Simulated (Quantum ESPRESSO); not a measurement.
# Planted mistakes on one cell of AsSiO3F3

The results below are calculated, not measured. They come from pw.x of Quantum ESPRESSO 7.5, a plane-wave density functional program, with PseudoDojo standard norm-conserving files (v0.5 for PBE, v0.4.1 for LDA and PBEsol). The cells are made up: elements, strain and atom displacements were drawn at random, and nothing was relaxed. There is no spin polarisation, spin-orbit coupling or dispersion term.

The cell has 9 sites of a quartz lattice. Sites 1 to 3 hold As Si empty; sites 4 to 9 hold O F F F O O. Cell vectors in Å: (5.025, 0.003, -0.012); (-2.510, 4.279, -0.030); (-0.013, -0.045, 5.410). Settings: PBE, cutoff 1143 eV, 5 x 5 x 4 k mesh shifted by half a step, Fermi-Dirac smearing of 0.025 eV.

The intended run has a self-consistency threshold of 1e-07 eV, a smearing term of 0.000 eV, a pressure of 21.09 GPa and 13 iterations. Each further run changes one thing: all lengths scaled by 1.0133; atoms of sites 4 and 6 exchanged; cutoff 585 eV; files of LDA; k mesh 1 x 1 x 1; one electron added; smearing 0.48 eV; threshold 0.5 eV. A coarse mesh keeps the shift, and a charged cell sits in a uniform background.

| run | change of free energy (eV) | smearing term -TS (eV) | change of P (GPa) | largest change of a force component (eV/Å) | iterations |
| --- | --- | --- | --- | --- | --- |
| A | 5.975 | -0.003 | 21.79 | 2.014 | 12 |
| B | -0.146 | 0.000 | 0.15 | 0.647 | 12 |
| C | -0.524 | 0.000 | -6.34 | 1.513 | 13 |
| D | 57.758 | 0.000 | -312.34 | 1.023 | 12 |
| E | -0.143 | -0.480 | 1.12 | 0.923 | 12 |
| F | 10.231 | 0.000 | -7.14 | 0.629 | 13 |
| G | 0.120 | 0.000 | 1.54 | 0.773 | 5 |
| H | 2.124 | 0.000 | 0.68 | 3.749 | 15 |

A rerun of the intended cell at 1437 eV and k mesh 7 x 7 x 6 moved values by no more than 0.004 eV in the cell's energy, 0.02 GPa in stress and 0.003 eV/Å in force.

Question: which change belongs to which run?

## Worked reading

Run G has the fewest iterations, as a run stopped early does. Run E has the largest smearing term, as wide smearing gives. Run D has a higher energy and the largest fall in pressure, as too small a basis gives. Run C changes the volume by a factor of 1.0404; minus its pressure change over the logarithm of that factor, 160 GPa, is a rough bulk modulus with clamped atoms. Energies from files of another functional, or of a charged cell, have another zero and say nothing on stability; the pressure of a charged cell rests on the program's zero of potential too.

## Key

| run | change |
| --- | --- |
| A | one electron added |
| B | k mesh 1 x 1 x 1 |
| C | all lengths scaled by 1.0133 |
| D | cutoff 585 eV |
| E | smearing 0.48 eV |
| F | files of LDA |
| G | threshold 0.5 eV |
| H | atoms of sites 4 and 6 exchanged |